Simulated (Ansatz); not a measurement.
Total density of states per atom from LDA (plane waves, PAW; program Ansatz), in 0.25 eV bins, energy from the Fermi level:

(E (eV), states/eV/atom): (-7.50, 0.00); (-7.25, 0.07); (-7.00, 0.21); (-6.75, 0.80); (-6.50, 0.52); (-6.25, 0.00); (-6.00, 0.00); (-5.75, 0.00); (-5.50, 0.00); (-5.25, 0.06); (-5.00, 0.88); (-4.75, 0.89); (-4.50, 0.64); (-4.25, 0.62); (-4.00, 0.78); (-3.75, 0.90); (-3.50, 0.03); (-3.25, 0.00); (-3.00, 0.00); (-2.75, 0.09); (-2.50, 0.19); (-2.25, 0.39); (-2.00, 0.55); (-1.75, 0.50); (-1.50, 0.68); (-1.25, 0.46); (-1.00, 1.31); (-0.75, 0.46); (-0.50, 0.12); (-0.25, 0.03); (0.00, 0.02); (0.25, 0.07); (0.50, 0.15); (0.75, 0.32); (1.00, 0.57); (1.25, 0.84); (1.50, 1.12); (1.75, 0.92); (2.00, 1.04); (2.25, 1.22); (2.50, 1.50); (2.75, 0.36); (3.00, 0.40); (3.25, 0.76); (3.50, 0.54); (3.75, 0.94)

Task: Which compound is it?
A. Ca3SnO, anti-perovskite
B. Sr3SnO, anti-perovskite
C. SnS, Pnma (Sn on 4c, S on 4c)
D. Li2O, anti-fluorite

Result: B, Sr3SnO, anti-perovskite. Within 0.5 eV of the Fermi level: Sn 5p 28 %, Sr 5s 26 %, outside the projected shells 43 %. Projections are on Löwdin-orthogonalised atomic valence shells; empty p or d shells of many metals are not among them.

Space group Pm-3m (anti-perovskite). The first step of the workflow began from a Materials Project structure, measured or hypothetical; the Crystallography Open Database files this formula in space group No. 221, but the cells were not matched. Whether it is the stable phase at ambient conditions was not checked. The LDA relaxation kept the symmetry of its start; of distortions, only those at the zone centre were tested. A small band overlap can be real or an error of a semilocal functional. Spin–orbit coupling is left out wherever it is not named.

Potentials: the later of the program's two PAW sets.
